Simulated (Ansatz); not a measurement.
## HfSi, first-principles data

HfSi:
```
CELL_PARAMETERS angstrom
     -1.70538     1.70538     6.80184
      1.70538    -1.70538     6.80184
      1.70538     1.70538    -6.80184
ATOMIC_POSITIONS crystal
  Hf 0.00741 0.00741 0.00000
  Hf 0.75741 0.25741 0.50000
  Si 0.40859 0.40859 0.00000
  Si 0.15859 0.65859 0.50000
```

Space group I4_1md (No. 109); conventional cell a = b = 3.411 Å, c = 13.604 Å, α = β = γ = 90.00°.

Method: DFT-PBE in the program Ansatz with PAW potentials. The cell and atoms are relaxed at this level. Other levels are named where they apply.

**Cell and energy**

```
Item                                                          Result
-----------------------------------------------------  -------------
Volume per atom                                             19.78 Å³
Density                                                   8.67 g/cm³
Formation energy from the elements (no fitted shifts)  -0.25 eV/atom
```

**Electronic structure**

```
Item                                                                         Value
------------------------------------  --------------------------------------------
Electronic character                                             metallic (no gap)
Density of states at the Fermi level  0.85 states/eV per atom (mean over ±0.08 eV)
```

**Mechanics**

```
Item                                  Value
----------------------------------  -------
Bulk modulus (Birch–Murnaghan fit)  110 GPa
Pressure derivative B′                  2.9
```

The cell is a constructed one: a structure type filled with these elements; neither database checked (COD, Materials Project) lists it. COD files the formula under space group No. 62, so this cell is another polymorph or a model. Whether it is the stable phase at ambient conditions was not checked. The PBE relaxation kept the symmetry of its start; its stability against distortions is not shown here. The run is not spin-polarised. The references are the lowest solids computed at this level, not always the standard phases. Spin–orbit coupling is left out wherever it is not named.

Potentials: the later of the program's two PAW sets.
